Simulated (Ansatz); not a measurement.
The start is a relaxed Mo cell, doubled along one cell vector, shaken by Gaussian noise of σ = 0.08 Å a coordinate. The cell and all atomic positions are relaxed at zero pressure with PBE (plane waves to 420 eV, PAW, scalar-relativistic; Ansatz, a quantum-chemistry and plane-wave program). First-step values are on the input's coarse k-mesh.

Ansatz input (later rounds restart from its end on a renewed k-mesh):
Ansatz 0.2 input:
```yaml
crystal:
  lattice:
    - [5.197851485, 0, 0]
    - [0, 2.5989257425, 0]
    - [0, 0, 2.5989257425]
  atoms:
    - { symbol: Mo, position: [0.2713924373, 0.4576060245, 0.4982304452] }
    - { symbol: Mo, position: [0.7234407077, 0.4741338196, 0.4892643553] }
basis: { ecutwfc: 420, ecutrho_ratio: 4, xc_grid: 2, fft_grid_basis: typed }
kpoints: { mp_grid: { grid: [6, 12, 12] } }
hamiltonian:
  xc: pbe
  dispersion: none
  pseudopotentials: { azcp: { folder: ./paw }, kind: paw }
scf: { occupations: { method: fermi_dirac, width: 0.05 } }
relax: { f_tol: 0.01, max_steps: 100, cell: { stress_tol: 0.02 } }
output: { forces: true, stress: true }
```

Q: What pressure does the first self-consistent step give?

A: +7.4 GPa (positive: the cell is compressed).

Q: What is the largest force in the starting geometry, and on which atom (counted from 1)?

A: 2.90 eV/Å, on Mo1, Mo2 (atoms numbered as listed).

Q: How much energy is released per atom?

A: About 1.32 eV/atom.

Q: How does the volume change?

A: -10.1 %, from 17.55 to 15.79 Å³/atom.

Q: Is the parent structure recovered?

A: It does not go back: it reaches Im-3m (No. 229), bcc (W type), 1.15 eV/atom below the parent.

Q: How do the shortest distances between atoms change?

A: The closest pairs of elements (up to four, under 3.6 Å), start → end: Mo–Mo 2.35 → 2.74 Å.

Q: Is the relaxed structure metallic? Give its gap.

A: Zero (metallic).

Q: Write out the relaxed structure.

A: 
```cif
data_Mo2
_chemical_formula_sum 'Mo2'
_space_group_name_H-M_alt 'Im-3m'
_space_group_IT_number 229
_space_group_name_Hall '-I 4 2 3'
_cell_length_a 3.16075
_cell_length_b 3.16075
_cell_length_c 3.16075
_cell_angle_alpha 90.000
_cell_angle_beta 90.000
_cell_angle_gamma 90.000
loop_
_atom_site_label
_atom_site_type_symbol
_atom_site_symmetry_multiplicity
_atom_site_Wyckoff_symbol
_atom_site_fract_x
_atom_site_fract_y
_atom_site_fract_z
_atom_site_occupancy
Mo1 Mo 2 a 0.00000 0.00000 0.00000 1
```
(The calculation used a cell of 1 atom; values per cell refer to that cell.)

Final values are on a 21×21×21 k-mesh of the relaxed cell. No spin polarisation in the result.

The run could not lose the symmetry of its start.

Of the parent cell (Pm-3m (No. 221)): it is a generated cell of Mo: the first start was made by a random draw of sites in a space group, and the end was not matched to a known phase here, so it may be hypothetical. Known forms of Mo include space group No. 229.
